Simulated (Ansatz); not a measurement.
MgTl (CsCl type)

```yaml
crystal:
  lattice:
    - [7.12858, 0.00000, 0.00000]
    - [3.56429, 3.56429, 0.00000]
    - [0.00000, 0.00000, 3.56429]
  atoms:
    - { symbol: Mg, position: [0.00000, 0.00000, 0.00000] }
    - { symbol: Mg, position: [0.50000, 0.00000, 0.00000] }
    - { symbol: Tl, position: [0.00000, 0.50000, 0.50000] }
    - { symbol: Tl, position: [0.50000, 0.50000, 0.50000] }
```

A phonon eigenvector at M = (0.5, 0.5, 0.0) is frozen into this cell: atom i moves by Q times the vector below, so Q is the largest atomic displacement, in Å. The cell is held. (q is in reciprocal vectors of the primitive cell; the cell shown is doubled to hold the pattern.)

```json
[
 {"atom": "Mg1", "x": "0.000", "y": "0.000", "z": "-1.000"},
 {"atom": "Mg2", "x": "0.000", "y": "0.000", "z": "1.000"}
]
```

Atoms not listed stay in place.

Calculation: LDA (plane waves to 420 eV, PAW, scalar-relativistic; Ansatz, a first-principles code). k mesh 13×13×13 (Γ-centred), Fermi-Dirac smearing 0.05 eV. With partly filled bands, energies and forces of such displacements shift with the k mesh and the smearing. MgTl was relaxed with its symmetry unable to fall. Spin-orbit coupling is left out, though Tl is heavy.

At one point of the scan the forces (eV/Å) are:

| atom | Fx | Fy | Fz |
|---|---|---|---|
| Mg1 | 0.000 | 0.000 | -0.150 |
| Mg2 | 0.000 | 0.000 | 0.150 |
| Tl3 | 0.000 | 0.000 | 0.000 |
| Tl4 | 0.000 | 0.000 | 0.000 |

**Question.** Which point is it?
(A) Q = -0.083 Å
(B) Q = -0.017 Å
(C) Q = -0.050 Å

**Answer.** A, Q = -0.083 Å

(For displaced atoms, the force is minus the slope of the energy, and its curvature is a force constant, which sets phonon frequencies.)
